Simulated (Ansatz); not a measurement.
A: SiC (zinc blende), a = b = c = 4.357 Å, α = β = γ = 90.00°
B: Ta (bcc, W type), a = b = c = 3.305 Å, α = β = γ = 90.00°
C: GaSb (zinc blende), a = 6.1335 Å, b = 6.1335 Å, c = 6.1335 Å, α = 90.00°, β = 90.00°, γ = 90.00°

Scan: energy over volume and axial ratio (atoms clamped). One method and one kind of scan serve all of them; meshes and ranges differ. All were relaxed with their symmetry unable to fall. Spin-orbit coupling is left out. Ta is run without spin polarisation. The PAW data are Ansatz's earlier set.

Question: Order them by shear modulus C′ = (C11 − C12)/2 (fitted) (lowest first) at the level r2SCAN (plane waves to 500 eV, PAW, scalar-relativistic; Ansatz, a first-principles code).

Answer: C (25 GPa), B (62 GPa), A (140 GPa)

(Under strain, the slope of the energy per volume gives the stress and its curvature an elastic modulus.)
